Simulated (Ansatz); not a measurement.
ZrIr₂ (cubic Laves, MgCu2 type)

```yaml
crystal:
  lattice:
    - [0.00000, 3.67323, 3.67323]
    - [3.67323, 0.00000, 3.67323]
    - [3.67323, 3.67323, 0.00000]
  atoms:
    - { symbol: Zr, position: [0.50000, 0.50000, 0.50000] }
    - { symbol: Zr, position: [0.75000, 0.75000, 0.75000] }
    - { symbol: Ir, position: [0.62500, 0.12500, 0.12500] }
    - { symbol: Ir, position: [0.12500, 0.12500, 0.62500] }
    - { symbol: Ir, position: [0.12500, 0.62500, 0.12500] }
    - { symbol: Ir, position: [0.12500, 0.12500, 0.12500] }
```

The volume is varied about the relaxed value V₀ at fixed cell shape. Symmetry pins the atoms to their sites.

Calculation: PBEsol (plane waves to 420 eV, PAW, scalar-relativistic; Ansatz, a quantum-chemistry and plane-wave program). k mesh 11×11×11 (Γ-centred), Fermi-Dirac smearing 0.05 eV. Energies are smeared free energies. Spin-orbit coupling is left out, though Ir is heavy. ZrIr2 is run without spin polarisation. ZrIr2 was relaxed with its symmetry unable to fall. The zero of ΔE is the relaxed starting cell. The last digit holds for this mesh only.

```csv
V (Å³/atom),ΔE (meV/atom)
15.529,56.2
15.694,38.3
15.860,24.0
16.025,13.3
16.190,5.8
16.355,1.4
16.521,0.0
16.686,1.4
16.851,5.4
17.016,11.8
17.181,20.7
17.347,31.7
17.512,44.9
```

Task: What bulk modulus B₀ follows from a third-order Birch-Murnaghan fit?

Result: 270 GPa.

Task: What is the fitted pressure derivative B₀′?

Result: 4.6.

(Under strain, the slope of the energy per volume gives the stress and its curvature an elastic modulus.)
